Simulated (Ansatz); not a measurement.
## BaTiHO₂: computed property card

BaTiHO2:
```
CELL_PARAMETERS angstrom
      4.03367     0.00000     0.00000
      0.00000     4.03367     0.00000
      0.00000     0.00000     3.97735
ATOMIC_POSITIONS crystal
  Ba 0.50000 0.50000 0.50000
  Ti 0.00000 0.00000 0.00000
  O  0.50000 0.00000 0.00000
  O  0.00000 0.50000 0.00000
  H  0.00000 0.00000 0.50000
```
The run is spin-polarised; directions of the spins, atom by atom: 0 ↑ 0 0 0.

Space group P4/mmm (No. 123); conventional cell a = 4.034 Å, b = 4.034 Å, c = 3.977 Å, α = 90.00°, β = 90.00°, γ = 90.00°.

Method: r²SCAN (plane waves, PAW; program Ansatz). The cell and atoms are relaxed at this level. Other levels are named where they apply.

Cell and energy:

```yaml
volume_per_atom: 12.94 Å³
density: 5.60 g/cm³
Formation energy from the elements (no fitted shifts): -2.42 eV/atom
```

Electronic structure:

```yaml
electronic_character: metallic (no gap)
Density of states at the Fermi level: 0.19 states/eV per atom (mean over ±0.08 eV)
```

Magnetism:

```yaml
magnetic_order: ferromagnetic
net_moment: 0.20 μB per atom
```

Mechanics:

```yaml
Bulk modulus (Birch–Murnaghan fit): 121 GPa
Pressure derivative B′: 3.8
```

Charges:

```yaml
bader_charges: Ba +1.50, Ti +1.89, O -1.37, H -0.66 e
```

The start of the workflow was typed in or built on a structure type; neither database checked (COD, Materials Project) lists it. Whether it is the stable phase at ambient conditions was not checked. Symmetry was held in the r²SCAN relaxation; its stability against distortions is not shown here. Magnetic state: ferromagnetic, the only order run, not a proven ground state. The cell computed holds one magnetic atom, so no antiferromagnetic order was within reach. Other orbital occupations within this spin state were not tried. No Hubbard U is applied. The compound may be a true metal, but semilocal functionals without U, or a wrong spin order, can also close a gap. The references are the lowest solids computed at this level, not always the standard phases (solids in place of the gases). Scalar-relativistic: spin–orbit coupling is off unless named, which matters more the heavier the elements.

Potentials: the earlier of the program's two PAW sets.
